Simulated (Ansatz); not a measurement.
Nb2GaC in space group P6_3/mmc (No. 194; Nb on 4f, Ga on 2d, C on 2a) under volume change, PBEsol in the plane-wave PAW code Ansatz, shape and atoms relaxed at each volume.

```json
[
 {"V (Å³/atom)": "12.910", "E − E(relaxed) (meV/atom)": "80.1", "P (GPa)": "22.14"},
 {"V (Å³/atom)": "13.335", "E − E(relaxed) (meV/atom)": "33.3", "P (GPa)": "13.37"},
 {"V (Å³/atom)": "13.761", "E − E(relaxed) (meV/atom)": "7.8", "P (GPa)": "6.06"},
 {"V (Å³/atom)": "14.186", "E − E(relaxed) (meV/atom)": "0.0", "P (GPa)": "-0.01"},
 {"V (Å³/atom)": "14.612", "E − E(relaxed) (meV/atom)": "___", "P (GPa)": "___"},
 {"V (Å³/atom)": "15.037", "E − E(relaxed) (meV/atom)": "27.2", "P (GPa)": "-9.67"},
 {"V (Å³/atom)": "15.463", "E − E(relaxed) (meV/atom)": "___", "P (GPa)": "___"}
]
```

Q: Fill in the missing entries.

A: 
- 15.463, E − E(relaxed) (meV/atom): 57.8
- 15.463, P (GPa): -13.26
- 14.612, E − E(relaxed) (meV/atom): 7.2
- 14.612, P (GPa): -5.26

Q: What does a third-order Birch–Murnaghan fit give for V₀, B₀ and B′?

A: V₀ = 14.18 Å³/atom, B₀ = 188 GPa, B′ = 4.7.

The workflow started from a Materials Project entry (that database holds measured and hypothetical structures alike); the Crystallography Open Database copy checked does not list it. Whether it is the stable phase at ambient conditions was not checked. The PBEsol relaxation kept the symmetry of its start; of distortions, only those at the zone centre were tested. No spin polarisation was allowed.

Potentials: the later of the program's two PAW sets.
